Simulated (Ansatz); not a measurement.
PW:
```xyz
2
Lattice="2.9859 0.0000 0.0000 0.0000 2.9859 0.0000 0.0000 0.0000 2.9859" Properties=species:S:1:pos:R:3 pbc="T T T"
W      0.0000     0.0000     0.0000
P      1.4930     1.4930     1.4930
```

Relaxed with PBEsol. Special points in fractions of this cell's reciprocal vectors: Γ (0.000, 0.000, 0.000); X (0.000, 0.500, 0.000); M (0.500, 0.500, 0.000); R (0.500, 0.500, 0.500).

**Question.** List the band energies nearest the Fermi level at these points for plane-wave PAW PBEsol (Ansatz code).

**Answer.** In eV from the Fermi level; about four levels below and three above (degenerate sets whole), none deeper than 8.9 eV; points with the same levels are listed once.

```csv
k,below,above
Γ,-4.38 -4.38,0.04 0.04 0.04
X,-3.10 -3.10 -3.02,2.26 3.76 4.66
M,-5.34 -5.34 -4.27 -0.87 -0.87,2.02 2.96 4.15
R,-8.07 -7.67 -7.67 -7.67,2.95 2.95 2.95
```

Space group Pm-3m (CsCl type). A made-up cell: these elements were put on the sites of a structure type; neither database checked (COD, Materials Project) lists it. COD files the formula under space group No. 62. Its standing as an ambient phase is unchecked. The cell was relaxed with PBEsol under the symmetry of its start; its stability against distortions is not shown here. No spin polarisation was allowed. Spin–orbit coupling is left out wherever it is not named.

Potentials: the earlier of the program's two PAW sets. The files were generated under PBE; for other functionals the program regenerates the frozen cores, and for LDA and PBEsol the local potential too.
